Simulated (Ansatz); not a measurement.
The following input was run with Ansatz 0.2.0.

```yaml
crystal:
  lattice:
    - [2.8610959993, 0.0, 0.0]
    - [-1.4305479996, 2.477781818, 0.0]
    - [0.0, 0.0, 4.8155726915]
  atoms:
    - { symbol: Au, position: [0.3333333333, 0.6666666667, 0.75] }
    - { symbol: Au, position: [0.6666666667, 0.3333333333, 0.25] }
basis:
  ecutwfc: 500
kpoints:
  mp_grid: { grid: [18, 18, 10] }
hamiltonian:
  xc: r2scan
scf:
  occupations: { method: gaussian, width: 0.1 }
output:
  forces: true
  stress: true
  eigenvalues: true
relax:
  adjacent_minimum: "off"
  f_tol: 0.01
  max_steps: 30
  cell: { stress_tol: 0.1, fix: [volume] }
```

Command:
```bash
ansatz run input.yaml --threads 1 --pin off --max-ram 2560MiB --backend cpu --events-out ev --progress --plain --runs-dir out
```

The calculation used Ansatz, DFT r2SCAN, scalar-relativistic, plane waves, PAW.

Abridged output:

```
Pseudopotentials: kind: paw
Pseudopotential: Au, paw, valence charge 19, recommended cutoff 500 eV (meta_gga)
Functional definition: r2SCAN
Crystal: 2 atoms, lattice volume = 34.138 Å³
Basis set: ecut = 500 eV, 881 PW (Γ), exchange–correlation on 96×96×144 points (64 copies of the dense FFT grid, shifted against one another)
Bands: 23, of which v1, the nominal top of the filled ones, is band 19 counted from 1 (18 counted from 0)
Symmetry: 24 space group operations
Space group: P63/mmc (ITA 194), of the structure as read, at distance tolerance 3.2e-5 Å
k-points: 222 of 3240
Initial density: superposition of atomic densities (neutral atoms: chi_scale 0, normalization atom), corrected by the library's trained network
Initial wavefunctions: pseudopotential atomic-orbital guess
Functional: x = r2scan, c = r2scan; τ floored in thin density (d = 2e-4 eV/Å³)
SCF iter   1: F=—  HF=-26326.998139 eV  |F-HF|=—  |Δ(HF+E_count)|=         —  Δρ=1.50e-2  dr2=7.72e-2  dr2_τ=6.46e-3  ethr=1.77e-3  ⟨swp⟩=4.7  Hψ=19315  notcnv=0
SCF iter   2: F=—  HF=-26326.982673 eV  |F-HF|=—  |Δ(HF+E_count)|=   1.55e-2  Δρ=6.13e-3  dr2=1.19e-2  dr2_τ=2.07e-3  ethr=2.03e-4  ⟨swp⟩=2.1  Hψ=8521  notcnv=0  defer=5
SCF iter   3: F=—  HF=-26326.983197 eV  |F-HF|=—  |Δ(HF+E_count)|=   5.24e-4  Δρ=2.13e-3  dr2=1.19e-3  dr2_τ=5.72e-5  ethr=3.13e-5  ⟨swp⟩=2.0  Hψ=6998  notcnv=0  defer=5
SCF iter   4: F=—  HF=-26326.983611 eV  |F-HF|=—  |Δ(HF+E_count)|=   4.14e-4  Δρ=6.01e-4  dr2=8.09e-5  dr2_τ=6.70e-6  ethr=3.14e-6  ⟨swp⟩=2.0  Hψ=9284  notcnv=0  defer=5
SCF iter   5: F=—  HF=-26326.983644 eV  |F-HF|=—  |Δ(HF+E_count)|=   3.32e-5  Δρ=1.87e-4  dr2=1.38e-5  dr2_τ=6.95e-7  ethr=2.13e-7  ⟨swp⟩=2.4  Hψ=8288  notcnv=0  defer=5
SCF iter   6: F=—  HF=-26326.983645 eV  |F-HF|=—  |Δ(HF+E_count)|=   2.29e-7  Δρ=3.48e-5  dr2=3.99e-7  dr2_τ=1.16e-8  ethr=3.64e-8  ⟨swp⟩=2.0  Hψ=7406  notcnv=0  defer=5
SCF iter   7: F=-26326.983645 eV  HF=-26326.983645 eV  |F-HF|=1.24e-8  |Δ(HF+E_count)|=   1.85e-7  Δρ=9.46e-6  dr2=3.07e-8  dr2_τ=3.47e-9  ethr=2.63e-10  ⟨swp⟩=6.1  Hψ=21474  notcnv=0
SCF 1 converged in 7 iterations: F = -26326.983645 eV  dr2 = 3.07e-8
relax step   1: F+E_penalty+E_count = -26326.98364492 eV  Δ(F+E_penalty+E_count) = +0.000e0 eV  max|allowed force component| = 6.014e-17 eV/Å  Δτ_max = 0.0000 Å  P = +4.988 GPa  Ω = 34.138 Å³  fix = [volume]  reactions: volume +4.988 GPa (7 SCF iters, dr2 threshold 1.00e-7 eV, accepted)
Initial density: handed on by an earlier stage of this run
Initial wavefunctions: those handed on with the density
SCF iter   1: F=—  HF=-26326.983277 eV  |F-HF|=—  |Δ(HF+E_count)|=         —  Δρ=2.80e-4  dr2=9.25e-6  dr2_τ=4.97e-4  ethr=8.09e-8  ⟨swp⟩=3.1  Hψ=26187  notcnv=0
SCF iter   2: F=—  HF=-26326.983775 eV  |F-HF|=—  |Δ(HF+E_count)|=   4.99e-4  Δρ=1.73e-4  dr2=5.18e-6  dr2_τ=2.60e-7  ethr=2.43e-8  ⟨swp⟩=2.1  Hψ=9374  notcnv=0
SCF iter   3: F=—  HF=-26326.983775 eV  |F-HF|=—  |Δ(HF+E_count)|=   3.27e-7  Δρ=8.96e-5  dr2=1.48e-6  dr2_τ=1.11e-7  ethr=1.36e-8  ⟨swp⟩=2.0  Hψ=5942  notcnv=0
SCF iter   4: F=-26326.983776 eV  HF=-26326.983776 eV  |F-HF|=1.11e-8  |Δ(HF+E_count)|=   1.98e-7  Δρ=1.13e-5  dr2=3.12e-8  dr2_τ=1.59e-9  ethr=4.07e-10  ⟨swp⟩=3.2  Hψ=20869  notcnv=0
SCF 2 converged in 4 iterations: F = -26326.983776 eV  dr2 = 3.12e-8
relax step   2: F+E_penalty+E_count = -26326.98377563 eV  Δ(F+E_penalty+E_count) = -1.307e-4 eV  max|allowed force component| = 6.245e-17 eV/Å  Δτ_max = 0.0000 Å  P = +4.959 GPa  Ω = 34.138 Å³  energy of the carried Pulay correction = +7.848e-7 eV  fix = [volume]  reactions: volume +4.959 GPa (4 SCF iters, dr2 threshold 1.55e-7 eV, accepted)
SCF iter   1: F=—  HF=-26326.983236 eV  |F-HF|=—  |Δ(HF+E_count)|=         —  Δρ=2.94e-4  dr2=1.01e-5  dr2_τ=5.83e-4  ethr=9.34e-8  ⟨swp⟩=3.1  Hψ=26173  notcnv=0
SCF iter   2: F=—  HF=-26326.983822 eV  |F-HF|=—  |Δ(HF+E_count)|=   5.87e-4  Δρ=1.87e-4  dr2=6.23e-6  dr2_τ=2.96e-7  ethr=2.66e-8  ⟨swp⟩=2.1  Hψ=9379  notcnv=0
SCF iter   3: F=—  HF=-26326.983823 eV  |F-HF|=—  |Δ(HF+E_count)|=   3.62e-7  Δρ=9.88e-5  dr2=1.87e-6  dr2_τ=1.31e-7  ethr=1.64e-8  ⟨swp⟩=1.9  Hψ=5792  notcnv=0
SCF iter   4: F=—  HF=-26326.983823 eV  |F-HF|=—  |Δ(HF+E_count)|=   2.42e-7  Δρ=1.37e-5  dr2=4.74e-8  dr2_τ=1.99e-9  ethr=4.91e-9  ⟨swp⟩=2.2  Hψ=7793  notcnv=0
SCF iter   5: F=-26326.983823 eV  HF=-26326.983823 eV  |F-HF|=3.78e-10  |Δ(HF+E_count)|=   1.88e-8  Δρ=7.21e-6  dr2=1.68e-8  dr2_τ=3.59e-10  ethr=1.10e-10  ⟨swp⟩=4.3  Hψ=17260  notcnv=0
SCF 3 converged in 5 iterations: F = -26326.983823 eV  dr2 = 1.68e-8
relax step   3: F+E_penalty+E_count = -26326.98382284 eV  Δ(F+E_penalty+E_count) = -4.721e-5 eV  max|allowed force component| = 9.252e-18 eV/Å  Δτ_max = 0.0000 Å  P = +4.930 GPa  Ω = 34.138 Å³  energy of the carried Pulay correction = +1.632e-6 eV  fix = [volume]  reactions: volume +4.930 GPa (5 SCF iters, dr2 threshold 4.17e-8 eV, accepted)
Initial wavefunctions: pseudopotential atomic-orbital guess (no wavefunctions were taken with the density)
SCF iter   1: F=—  HF=-26326.983821 eV  |F-HF|=—  |Δ(HF+E_count)|=         —  Δρ=1.40e-5  dr2=2.20e-8  dr2_τ=7.02e-8  ethr=3.26e-10  ⟨swp⟩=4.2  Hψ=38143  notcnv=0
SCF iter   2: F=—  HF=-26326.983821 eV  |F-HF|=—  |Δ(HF+E_count)|=   2.09e-8  Δρ=7.96e-6  dr2=9.74e-9  dr2_τ=3.70e-9  ethr=5.78e-11  ⟨swp⟩=2.5  Hψ=7323  notcnv=0
SCF iter   3: F=—  HF=-26326.983821 eV  |F-HF|=—  |Δ(HF+E_count)|=   8.95e-9  Δρ=1.51e-6  dr2=4.70e-10  dr2_τ=6.63e-11  ethr=2.56e-11  ⟨swp⟩=2.1  Hψ=7866  notcnv=0
SCF iter   4: F=-26326.983821 eV  HF=-26326.983821 eV  |F-HF|=4.00e-11  |Δ(HF+E_count)|=  3.67e-10  Δρ=3.34e-7  dr2=2.14e-11  dr2_τ=1.35e-11  ethr=1.00e-12  ⟨swp⟩=5.4  Hψ=19856  notcnv=0
SCF 4 converged in 4 iterations: F = -26326.983821 eV  dr2 = 2.14e-11
SCF converged after 4 iterations
Free energy (F): -26326.983821 eV
Harris-Foulkes:  -26326.983821 eV  (|F-HF|=4.00e-11)
Internal energy: -26326.979443 eV  (E = F + TS)
E sigma→0 (E₀):  -26326.981632 eV
Entropy (-TS):   -0.004378 eV (-2.189 meV/atom)
Fermi energy:    20.427952 eV
--- Per-component energies (eV) ---
  E_band       = -453.593095
  E_kinetic    = 1211.827945
  E_local      = -3426.761925  (includes V_loc(G=0)·N_el)
  E_nonlocal   = 151.854176
  E_hartree    = 1466.198338
  E_xc         = -436.543680
  E_vxc        = -613.987482  (∫ρ·V_xc dr)
  E_paw        = -19462.598870  (= ΣΔE_a)
  E_vpaw       = -750.785082  (= ΣTr[D̂ρ^β])
  E_aug_tail   = 0.001391  (compensation charges beyond the density's cutoff)
  E_vtau       = 41.861489  (kinetic-family band-sum trace: ∫τ·v_τ [+ j·A + Jᵃ·Aᵃ] dr)
  E_ewald      = -5830.604173
  E_core_change = -0.352647  (= ΣΔE_core)
  E_smearing   = -0.004378  (= −TS)
--- Forces (eV/Å), atoms counted from 1 ---
  atom   1  Au     0.00000000     0.00000000     0.00000000
  atom   2  Au     0.00000000     0.00000000     0.00000000
--- Stress (GPa, compression-positive) ---
        4.928909       0.000000       0.000000
        0.000000       4.928909       0.000000
        0.000000       0.000000       4.933987
  P = ⅓ Tr σ = 4.9306 GPa (49.306 kbar)
--- Band table (eV; the first three rows and the last of 222) ---
  k-point 0: bands = ["-87.1879", "-87.1765", "-38.1682", "-37.9818", "-37.9818", "-37.9524", "-37.9510", "-37.9510", "10.3782", "12.7838", "15.3350", "15.5998", "15.5998", "15.9226", "15.9226", "16.5961", "16.5961", "18.0271", "18.0271", "19.4954", "23.2683", "35.7025", "36.8921"]
  k-point 1: bands = ["-87.1876", "-87.1768", "-38.1630", "-37.9810", "-37.9810", "-37.9577", "-37.9517", "-37.9517", "10.4652", "12.7845", "15.3143", "15.5770", "15.5770", "15.8961", "15.8961", "16.6640", "16.6640", "18.0147", "18.0147", "18.8817", "24.0426", "35.4803", "37.0833"]
  k-point 2: bands = ["-87.1868", "-87.1776", "-38.1478", "-37.9788", "-37.9788", "-37.9732", "-37.9539", "-37.9539", "10.7199", "12.7733", "15.2618", "15.5322", "15.5322", "15.8247", "15.8247", "16.8393", "16.8393", "17.7427", "17.9712", "17.9712", "25.6710", "35.0784", "37.1692"]
  k-point 221: bands = ["-87.1712", "-87.1712", "-38.1376", "-38.1376", "-38.1035", "-38.1035", "-38.0008", "-38.0008", "14.2015", "14.2015", "14.8964", "14.8964", "15.6114", "15.6114", "16.4829", "16.4829", "18.0963", "18.0963", "24.9498", "24.9498", "25.2942", "25.2942", "27.3386"]
--- Relaxed structure (3 steps of the walk, 3 accepted, 1 SCFs on fresh bases) ---
  F+E_penalty+E_count = -26326.98382124 eV   max|allowed force component| = 2.082e-17 eV/Å   (the final SCF, on the basis selected at the relaxed cell)
  cell:  # Å, volume = 34.1384 Å³
    - [2.86749603, 0.0, 0.0]
    - [-1.43374801, 2.48332441, 0.0]
    - [0.0, 0.0, 4.79410067]
  atoms:
    - { symbol: Au, position: [0.33333333, 0.66666666, 0.75000000] }
    - { symbol: Au, position: [0.66666666, 0.33333333, 0.25] }
```

The relaxation met its thresholds.

Time: 90 s on 1 thread of Intel(R) Xeon(R) Platinum 8259CL CPU @ 2.50GHz (Skylake/Cascade Lake), on a shared host, peak memory 0.6 GiB.

Spin–orbit coupling is left out, which can shift energies with elements as heavy as these.